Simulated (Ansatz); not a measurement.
What a change of settings does to a run on Tl

Structure from Materials Project entry mp-82 (possibly hypothetical), not relaxed further. The listed cell was then made from it by scaling, straining or moving an atom.

First run: DFT, PBE, all-electron LAPW, scalar-relativistic (Ansatz 0.2.0).

Command: `ansatz run input.yaml --threads 1 --pin off --max-ram 2048MiB --backend cpu --events-out ev --progress --plain --runs-dir out` The run took 46 s on 1 thread of AMD EPYC 7R43 64-Core Processor (Zen 3), with other jobs on the host.

```yaml
crystal:
  lattice:
    - [3.4500723807, 0.0, 0.0]
    - [-1.7250361904, 2.9878503266, 0.0]
    - [0.0, 0.0, 5.5702474375]
  atoms:
    - { symbol: Tl, position: [0.3333333333, 0.6666666667, 0.25] }
    - { symbol: Tl, position: [0.6666666667, 0.3333333333, 0.75] }
kpoints:
  mp_grid: { grid: [11, 11, 6] }
scf:
  occupations: { method: fermi_dirac, width: 0.05 }
hamiltonian:
  xc: pbe
  pseudopotentials: { kind: all_electron, lapw: { basis_error: 0.00025 } }
output:
  forces: true
  stress: true
  eigenvalues: true
```

Result: converged; pressure 2.96 GPa; no gap on the k mesh; 6 SCF iterations.

Spin–orbit coupling is left out, though it moves levels of the heavy atoms by tenths of an eV or more.

The input is then changed:

```diff
@@ -7,6 +7,7 @@
     - { symbol: Tl, position: [0.3333333333, 0.6666666667, 0.25] }
     - { symbol: Tl, position: [0.6666666667, 0.3333333333, 0.75] }
+  symmetry: { detect: false }
 kpoints:
-  mp_grid: { grid: [11, 11, 6] }
+  mp_grid: { grid: [7, 7, 4] }
 scf:
   occupations: { method: fermi_dirac, width: 0.05 }
```

Task: What does the second run give?

Result: It converged; pressure 3.06 GPa; no gap on the k mesh; 7 SCF iterations. Some of these settings are too coarse for converged properties.
